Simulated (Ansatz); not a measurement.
SiC:
```xyz
4
Lattice="3.1276 0.0000 0.0000 -1.5638 2.7086 0.0000 0.0000 0.0000 4.9793" Properties=species:S:1:pos:R:3 pbc="T T T"
Si     0.0000     1.8057     1.2448
Si     1.5638     0.9029     3.7344
C      0.0000     1.8057     3.7344
C      1.5638     0.9029     1.2448
```

Relaxed with r²SCAN+D4. The program Ansatz at the r²SCAN+D4 level (PAW) gives a gap of 0.33 eV.

### Question
What gap does HSE06 give on the same cell (Ansatz, PAW)?

### Answer
0.78 eV, 0.45 eV more. The hybrid was solved on a coarser mesh and at special points; its gap is the smallest among all of these.

| k | v1 r²SCAN+D4 | c1 r²SCAN+D4 | v1 HSE06 | c1 HSE06 |
|---|---|---|---|---|
| Γ | 0.00 | 2.18 | ___ | ___ |
| A | -3.98 | 3.51 | ___ | ___ |
| K | -5.22 | 2.07 | ___ | ___ |
| H | -2.36 | 1.62 | ___ | ___ |
| M | -4.18 | 0.33 | -4.32 | 0.78 |
| L | -3.17 | 1.61 | -3.25 | 2.08 |

### Question
Top valence (v1) and lowest conduction level (c1) in eV from each method's valence maximum (which need not be a listed point): supply the withheld HSE06 values.

### Answer

- A, v1 HSE06: -4.17
- A, c1 HSE06: 4.09
- H, v1 HSE06: -2.43
- H, c1 HSE06: 2.13
- K, v1 HSE06: -5.42
- K, c1 HSE06: 2.39
- Γ, v1 HSE06: 0.00
- Γ, c1 HSE06: 2.75

Cost on shared cores: the r²SCAN+D4 run (SCF on a 10×10×6 mesh, then bands and DOS) very roughly 19 core-seconds, the HSE06 run (SCF on 8×8×4, then a few points) roughly 110 core-seconds; the tasks are unlike.

Space group P6_3/mmc. The start of the workflow was typed in or built on a structure type; neither database checked (COD, Materials Project) lists it. It is not the phase usual at ambient conditions (space group No. 186, 216). The r²SCAN+D4 relaxation kept the symmetry of its start; its stability against distortions is not shown here. The volume moved by -46 % from the start of the relaxation. Its formation energy is positive at this level, so the cell may be metastable or incomplete.

Potentials: the later of the program's two PAW sets.
